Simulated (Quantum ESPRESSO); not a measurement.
Solid-state NMR card for BaSrInSbO6

```
BaInSrO6Sb
1.0
    0.00000     4.16172     4.16172
    4.16172     0.00000     4.16172
    4.16172     4.16172     0.00000
Ba Sr In Sb O
1 1 1 1 6
Cartesian
  2.08086   2.08086   2.08086
  6.24258   6.24258   6.24258
  0.00000   0.00000   0.00000
  4.16172   4.16172   4.16172
  2.15943   4.16172   4.16172
  4.16172   6.16401   4.16172
  6.16401   4.16172   4.16172
  4.16172   2.15943   4.16172
  4.16172   4.16172   6.16401
  4.16172   4.16172   2.15943
```
Geometry: a computed entry of the Materials Project; it was not checked against measured cells. It is BaSrInSbO6 in F-43m; whether this form has been observed was not checked. Stability against distortions was not tested.

Computed: shieldings by PBE GIPAW (a modified build of Quantum ESPRESSO, JTH PAW datasets), 22.5 Ha, k-mesh 6×6×6 shifted, f-sum rule met within 0.002 %.

```csv
site,site symmetry,σ_iso (ppm),span Ω (ppm)
Ba (atom 1),-43m,4887,0
Sr (atom 2),-43m,3009,0
In (atom 3),-43m,3590,0
Sb (atom 4),-43m,2764,0
"O (atoms 5, 6, 7, 8, 9, 10)",2mm,61,84
```

Ω = σ33 − σ11 of the symmetric part; where symmetry doesn't make it nil, it is less certain than σ_iso.

These are absolute shieldings with no macroscopic susceptibility term; δ = σ_ref − σ needs a reference computed alike. By our sweeps, such settings leave a few ppm in absolute σ on light atoms and up to some 20 ppm from Zn on. No spin–orbit coupling; Ba is the heaviest element present. The band gap at this level is small, which makes the paramagnetic part of σ large and sensitive to the functional. The structure is static (0 K, no zero-point motion).
